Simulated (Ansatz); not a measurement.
Input, command and steps of an Ansatz relaxation.

```yaml
crystal:
  lattice:
    - [3.547045593, 0.0, 0.0]
    - [-1.7735227965, 3.0718315919, 0.0]
    - [0.0, 0.0, 3.829866504]
  atoms:
    - { symbol: Nb, position: [0.3333333333, 0.6666666667, 0.5] }
    - { symbol: Nb, position: [0.6666666667, 0.3333333333, 0.5] }
    - { symbol: Cu, position: [0.0, 0.0, 0.0] }
basis:
  ecutwfc: 420
kpoints:
  mp_grid: { grid: [6, 6, 4] }
hamiltonian:
  xc: pbe
scf:
  occupations: { method: gaussian, width: 0.1 }
  lower_state_search: "off"
output:
  forces: true
  stress: true
  eigenvalues: true
relax:
  adjacent_minimum: "off"
  f_tol: 0.04
  max_steps: 70
  cell: { stress_tol: 0.4 }
```

```bash
ansatz run input.yaml --threads 1 --pin off --max-ram 2560MiB --backend cpu --events-out ev --progress --plain --runs-dir out
```

The calculation used DFT PBE, scalar-relativistic, plane waves, PAW in Ansatz.

Of 16 frames 10 are shown, positions in Å and forces in eV/Å; the SCF threshold varies from step to step. Steps run on the plane waves of an earlier cell, with a Pulay correction in the pressure. The basis is chosen afresh for the last frame, the zero of the energies, and at times for earlier ones too; energy and pressure step there, also at an unchanged geometry. Here that happened at step 12 (-99 meV/atom, 8.5 GPa); the frames before carry an error of that size.

```xyz
3
Lattice="3.5470 0.0000 0.0000 -1.7735 3.0718 0.0000 0.0000 0.0000 3.8299" Properties=species:S:1:pos:R:3:forces:R:3 pbc="T T T" step=1 free_energy_over_end_meV_per_atom=2371.66 pressure_GPa=87.27
Nb    0.0000    2.0479    1.9149    0.0000    0.0000    0.0000
Nb    1.7735    1.0239    1.9149    0.0000    0.0000    0.0000
Cu    0.0000    0.0000    0.0000    0.0000    0.0000    0.0000
3
Lattice="3.8944 0.0000 0.0000 -1.9472 3.3727 0.0000 0.0000 0.0000 3.6956" Properties=species:S:1:pos:R:3:forces:R:3 pbc="T T T" step=3 free_energy_over_end_meV_per_atom=957.53 pressure_GPa=22.14
Nb    0.0000    2.2484    1.8478    0.0000    0.0000    0.0000
Nb    1.9472    1.1242    1.8478    0.0000    0.0000    0.0000
Cu    0.0000    0.0000    0.0000    0.0000    0.0000    0.0000
3
Lattice="4.0443 0.0000 0.0000 -2.0221 3.5024 0.0000 0.0000 0.0000 3.5085" Properties=species:S:1:pos:R:3:forces:R:3 pbc="T T T" step=4 free_energy_over_end_meV_per_atom=639.65 pressure_GPa=10.53
Nb    0.0000    2.3350    1.7542    0.0000    0.0000    0.0000
Nb    2.0221    1.1675    1.7542    0.0000    0.0000    0.0000
Cu    0.0000    0.0000    0.0000    0.0000    0.0000    0.0000
3
Lattice="4.2523 0.0000 0.0000 -2.1261 3.6826 0.0000 0.0000 0.0000 3.1379" Properties=species:S:1:pos:R:3:forces:R:3 pbc="T T T" step=6 free_energy_over_end_meV_per_atom=301.40 pressure_GPa=2.50
Nb    0.0000    2.4551    1.5690    0.0000    0.0000    0.0000
Nb    2.1261    1.2275    1.5690    0.0000    0.0000    0.0000
Cu    0.0000    0.0000    0.0000    0.0000    0.0000    0.0000
3
Lattice="4.3984 0.0000 0.0000 -2.1992 3.8091 0.0000 0.0000 0.0000 2.7660" Properties=species:S:1:pos:R:3:forces:R:3 pbc="T T T" step=8 free_energy_over_end_meV_per_atom=136.26 pressure_GPa=3.12
Nb    0.0000    2.5394    1.3830    0.0000    0.0000    0.0000
Nb    2.1992    1.2697    1.3830    0.0000    0.0000    0.0000
Cu    0.0000    0.0000    0.0000    0.0000    0.0000    0.0000
3
Lattice="4.4026 0.0000 0.0000 -2.2013 3.8128 0.0000 0.0000 0.0000 2.8061" Properties=species:S:1:pos:R:3:forces:R:3 pbc="T T T" step=9 free_energy_over_end_meV_per_atom=133.80 pressure_GPa=0.20
Nb    0.0000    2.5419    1.4030    0.0000    0.0000    0.0000
Nb    2.2013    1.2709    1.4030    0.0000    0.0000    0.0000
Cu    0.0000    0.0000    0.0000    0.0000    0.0000    0.0000
3
Lattice="4.4087 0.0000 0.0000 -2.2044 3.8181 0.0000 0.0000 0.0000 2.7966" Properties=species:S:1:pos:R:3:forces:R:3 pbc="T T T" step=11 free_energy_over_end_meV_per_atom=133.54 pressure_GPa=-0.01
Nb    0.0000    2.5454    1.3983    0.0000    0.0000    0.0000
Nb    2.2044    1.2727    1.3983    0.0000    0.0000    0.0000
Cu    0.0000    0.0000    0.0000    0.0000    0.0000    0.0000
3
Lattice="4.4860 0.0000 0.0000 -2.2430 3.8850 0.0000 0.0000 0.0000 2.7866" Properties=species:S:1:pos:R:3:forces:R:3 pbc="T T T" step=13 free_energy_over_end_meV_per_atom=5.55 pressure_GPa=2.94
Nb    0.0000    2.5900    1.3933    0.0000    0.0000    0.0000
Nb    2.2430    1.2950    1.3933    0.0000    0.0000    0.0000
Cu    0.0000    0.0000    0.0000    0.0000    0.0000    0.0000
3
Lattice="4.5516 0.0000 0.0000 -2.2758 3.9418 0.0000 0.0000 0.0000 2.7786" Properties=species:S:1:pos:R:3:forces:R:3 pbc="T T T" step=14 free_energy_over_end_meV_per_atom=0.65 pressure_GPa=-0.99
Nb    0.0000    2.6278    1.3893    0.0000    0.0000    0.0000
Nb    2.2758    1.3139    1.3893    0.0000    0.0000    0.0000
Cu    0.0000    0.0000    0.0000    0.0000    0.0000    0.0000
3
Lattice="4.5423 0.0000 0.0000 -2.2711 3.9337 0.0000 0.0000 0.0000 2.7714" Properties=species:S:1:pos:R:3:forces:R:3 pbc="T T T" step=16 free_energy_over_end_meV_per_atom=0.00 pressure_GPa=-0.08
Nb    0.0000    2.6225    1.3857    0.0000    0.0000    0.0000
Nb    2.2711    1.3112    1.3857    0.0000    0.0000    0.0000
Cu    0.0000    0.0000    0.0000    0.0000    0.0000    0.0000
```

The start puts this composition into another compound's structure type, which needn't suit it. At the end the space group is P6/mmm (tolerance 0.05 Å).

Time: 48 s on 1 thread of Intel(R) Xeon(R) Processor @ 2.70GHz, with other jobs on the host, peak memory 0.37 GiB.

The k mesh is coarse.